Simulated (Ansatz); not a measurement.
La₂O₃ (La2O3 or Ni2Al3 type, P-3m1), the program Ansatz at the PBEsol level (PAW). The conduction-band minimum lies at K, with 2 equivalent valleys. Second derivatives d²E/dk² of the lowest band at one valley (eV·Å²), along Cartesian directions:

```csv
direction,d²E/dk²
[100],5.670
[010],5.670
[001],5.774
[110],5.670
[101],5.725
[011],5.726
```

Task: Find the principal effective masses, the density-of-states mass and the conductivity mass.

Result: Off-diagonal terms follow from H_xy = H[110] − (H_xx + H_yy)/2, and m*/mₑ = 7.620 eV·Å² over each eigenvalue: 1.3, 1.3, 1.3. One valley's DOS mass (m₁m₂m₃)^(1/3) = 1.3, conductivity mass 3/(Σ 1/mᵢ) = 1.3 mₑ.

Task: What effective density of states Nc follows at 300 K for parabolic valleys?

Result: Nc = 2.509e19 × 2 × (1.3)^(3/2) ≈ 7.4e19 cm⁻³.

The PBEsol relaxation kept the symmetry of its start. Scalar-relativistic: spin–orbit coupling is off unless named, which matters more the heavier the elements.

Potentials: the later of the program's two PAW sets.

Edges and masses are those of Kohn–Sham bands, whose gap is no quasiparticle gap.
